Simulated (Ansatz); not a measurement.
YSiNO₂:
```
YSiNO2
1.0
    3.57837     0.00000     0.00000
    0.00000     3.57837     0.00000
    0.00000     0.00000     3.69660
Y Si N O
1 1 1 2
Direct
  0.00000   0.00000   0.99844
  0.50000   0.50000   0.49839
  0.50000   0.50000   0.99832
  0.50000   0.00000   0.49827
  0.00000   0.50000   0.49827
```

This is the r²SCAN-relaxed structure.

**Question.** All from DFT-r²SCAN in the program Ansatz with PAW potentials, unless another level is named. Give the electron effective mass.

**Answer.** 0.36, 0.36, 0.43 mₑ (principal values).

**Question.** Predict the formation energy from the elements (no fitted shifts).

**Answer.** -2511 meV/atom.

**Question.** And the HSE06 gap on the r²SCAN cell?

**Answer.** 2.89 eV.

**Question.** Next, the hole effective mass with spin–orbit coupling?

**Answer.** 0.44, 0.60, 0.65 mₑ (principal values).

**Question.** And the conduction-band minimum?

**Answer.** at Γ.

**Question.** And the valence-band maximum?

**Answer.** at A.

Space group P4/mmm. The start of the workflow was typed in or built on a structure type; neither database checked (COD, Materials Project) lists it. COD files the formula under space group No. 15, 63. Whether it is the stable phase at ambient conditions was not checked. The cell was relaxed with r²SCAN under the symmetry of its start; whether a distortion lowers the energy is not shown. No spin polarisation was allowed. Point labels and valley counts follow the cell and symmetry of the run, lower than the named group. The references are the lowest solids computed at this level, not always the standard phases (solids in place of the gases). Scalar-relativistic: spin–orbit coupling is off unless named, which matters more the heavier the elements.

Potentials: the later of the program's two PAW sets.
